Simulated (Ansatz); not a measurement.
Below is a relaxed structure of In3SbAs2. The cell was found from a structure generator's guess, not taken from experiment.

Theory: DFT PBE, scalar-relativistic, plane waves, PAW (Ansatz 0.2.0). Cutoff 420 eV, Γ-centred mesh, Gaussian smearing, no spin polarisation.

```cif
data_structure
_symmetry_space_group_name_H-M 'P 1'
_symmetry_Int_Tables_number 1
_cell_length_a 4.4810
_cell_length_b 4.4810
_cell_length_c 10.9911
_cell_angle_alpha 90.000
_cell_angle_beta 90.000
_cell_angle_gamma 120.000
_cell_volume 191.13
loop_
_atom_site_label
_atom_site_type_symbol
_atom_site_fract_x
_atom_site_fract_y
_atom_site_fract_z
_atom_site_occupancy
In1 In 0.00000 0.00000 0.00025 1
In2 In 0.33333 0.66667 0.67895 1
In3 In 0.66667 0.33333 0.31995 1
Sb1 Sb 0.33333 0.66667 0.41821 1
As1 As 0.00000 0.00000 0.75587 1
As2 As 0.66667 0.33333 0.07677 1
```

The zero of energy is the elements' standard structures at the same level; no fitted shifts are applied.

Task: Find its symmetry and describe it.

Result: P3m1 (No. 156), with Sb and As ordered on zinc blende sites. Conventional cell: a = 4.481 Å, c = 10.991 Å. In on its first site has 4 As at 2.69–2.72 Å; around In on its second site lie 3 As at 2.72 Å and 1 Sb at 2.87 Å; Sb is surrounded by 4 In at 2.80–2.87 Å; As on its first site has 4 In at 2.69–2.72 Å; 2 more sites not described.

Task: What is its formation energy per atom?

Result: −0.18 eV/atom. Whether it is stable depends on the other phases of the system, which aren't compared here.

Task: Is it a metal?

Result: There is no gap on the 12×12×4 mesh, but valence and conduction bands meet within 0.015 eV, so at this level it has a zero gap rather than a metal's Fermi surface.

The last run used a 12×12×4 mesh (in the run's order of axes) for its 6-atom cell and Gaussian smearing of 0.10 eV. These runs have no spin–orbit coupling, which can matter for Sb. The zero gap may come from the functional, which often closes small gaps. The reference form of As is held partly by dispersion forces, which this level lacks. A structure relaxed within its symmetry needn't be a true minimum.
